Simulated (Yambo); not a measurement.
BSE-type run in Yambo on LaOF (space group P4/nmm, No. 129), at zero momentum.

Quantum ESPRESSO step (PBEsol, PseudoDojo standard norm-conserving files, scalar-relativistic):
```
&CONTROL
  calculation = 'nscf'
  pseudo_dir = './pseudo'
  outdir = './out'
/
&SYSTEM
  ibrav = 0
  nat = 6
  ntyp = 3
  ecutwfc = 110.0
  ecutrho = 440.0
  occupations = 'fixed'
  force_symmorphic = .true.
  nbnd = 63
/
&ELECTRONS
  conv_thr = 6.000000000000001e-09
  diago_full_acc = .true.
  diago_thr_init = 1e-08
/
ATOMIC_SPECIES
O 15.9990 O.upf
F 18.9984 F.upf
La 138.9055 La.upf
CELL_PARAMETERS angstrom
  4.069240000000   0.000000000000   0.000000000000
  0.000000000000   4.069240000000   0.000000000000
  0.000000000000   0.000000000000   5.813920000000
ATOMIC_POSITIONS crystal
O   0.000000000000   0.000000000000   0.500000000000
O   0.500000000000   0.500000000000   0.500000000000
F   0.500000000000   0.500000000000   0.000000000000
F   0.000000000000   0.000000000000   0.000000000000
La   0.500000000000   0.000000000000   0.715710000000
La   0.000000000000   0.500000000000   0.284290000000
K_POINTS automatic
6 6 4 0 0 0
```

Yambo input:
```
rim_cut
optics
bse
bss
dipoles
em1s
RandQpts= 1000000
RandGvec= 1 Ry
FFTGvecs= 40 Ry
Chimod= "HARTREE"
BSKmod= "SEX"
BSEmod= "resonant"
BSSmod= "hs"
BSENGexx= 15 Ry
BSENGBlk= 3 Ry
% KfnQP_E
 2.963 | 1.0 | 1.0 |
%
% BSEQptR
 1 | 1 |
%
% BSEBands
 19 | 40 |
%
% BEnRange
 0.0 | 12.6 | eV
%
% BDmRange
 0.15 | 0.15 | eV
%
BEnSteps= 252
% BLongDir
 1.0 | 0.0 | 0.0 |
%
BSHayTrs= -0.02
BSSNEig= 24
WRbsWF
% BndsRnXs
 1 | 59 |
%
NGsBlkXs= 3 Ry
% LongDrXs
 1.0 | 1.0 | 1.0 |
%
```

From the report:

The dimension is k points × valence × conduction bands = 144 × 6 × 16 = 13824.
```
   [SLEPC] Approach                          : Krylov-Schur
   [SLEPC] Number of requested eigenvalues   :  24
   [SLEPC] Number of eigenvalues        [NEV]:  24
    [K] Dimension                                    :  13824
    [K] Bands                                        :   19   40
    [K] Exchange res                                 : yes
    [K] Correlation res                              : yes
    [K] W interaction is bare                        : no
    [K] RL vectors exchange                          :   673
    [K] RL vectors correlation                       :   67
    [W] Matrix size                                  :   67
    [W] Bands                                        :    1   59
    [W] Coulomb Cutoff                               : none
    [W] Hxc Kernel                                   : HARTREE
```
Lowest eigenvalues (eV; in brackets the number of states within 2 meV): 6.57 (2), 6.58 (1), 6.66 (1), 6.67 (3), 6.70 (1), 6.79 (2). They depend on the mesh, which isn't converged, and on the G0W0 scissor.

Geometry of the Materials Project entry, not relaxed at this level.

The structure is a Materials Project entry; no match was found in the copy of COD used, and its stability was not checked.
